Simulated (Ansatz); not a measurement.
Relaxed In$_{2}$Si$_{2}$O$_{7}$ (space group C2/m):

```
In2Si2O7
1.0
    3.28273    -4.27851     0.00000
    3.28273     4.27851     0.00000
   -1.01619     0.00000     4.57490
In Si O
2 2 7
Direct
  0.30705   0.69295   0.00000
  0.69295   0.30705   0.00000
  0.22283   0.22283   0.41060
  0.77717   0.77717   0.58940
  0.92086   0.60611   0.78081
  0.07914   0.39389   0.21919
  0.39389   0.07914   0.21919
  0.60611   0.92086   0.78081
  0.00000   0.00000   0.50000
  0.60697   0.60697   0.28170
  0.39303   0.39303   0.71830
```

A phonon eigenvector at Γ is frozen into this cell: atom i moves by Q times the vector below, so Q is the largest atomic displacement, in Å. The cell is held.

| atom | x | y | z |
|---|---|---|---|
| In1 | -0.081 | 0.000 | 0.035 |
| In2 | 0.081 | 0.000 | -0.035 |
| Si3 | 0.000 | 0.485 | 0.000 |
| Si4 | 0.000 | -0.485 | 0.000 |
| O5 | -0.265 | -0.087 | 0.510 |
| O6 | 0.265 | 0.087 | -0.510 |
| O7 | -0.265 | 0.087 | 0.510 |
| O8 | 0.265 | -0.087 | -0.510 |
| O10 | 0.000 | 1.000 | 0.000 |
| O11 | 0.000 | -1.000 | 0.000 |

Atoms not listed stay in place.

Method: LDA (plane waves to 420 eV, PAW, scalar-relativistic; Ansatz, an electronic-structure program). k mesh 5×5×6 (Γ-centred), Fermi-Dirac smearing 0.05 eV. Energies are smeared free energies. In2Si2O7 was relaxed with its symmetry unable to fall. The zero of ΔE is the undisplaced structure.

What ΔE (meV/cell) and −dE/dQ from forces (eV/Å) does the calculation give at Q (Å) = -0.100, -0.083, -0.067, -0.050, -0.033, 0.050, 0.067, 0.083?


```csv
Q (Å),ΔE (meV/cell),−dE/dQ from forces (eV/Å)
-0.100,338,6.798
-0.083,235,5.650
-0.067,150,4.510
-0.050,84,3.376
-0.033,37,2.248
0.050,84,-3.376
0.067,150,-4.510
0.083,235,-5.650
```

(For displaced atoms, the force is minus the slope of the energy, and its curvature is a force constant, which sets phonon frequencies.)
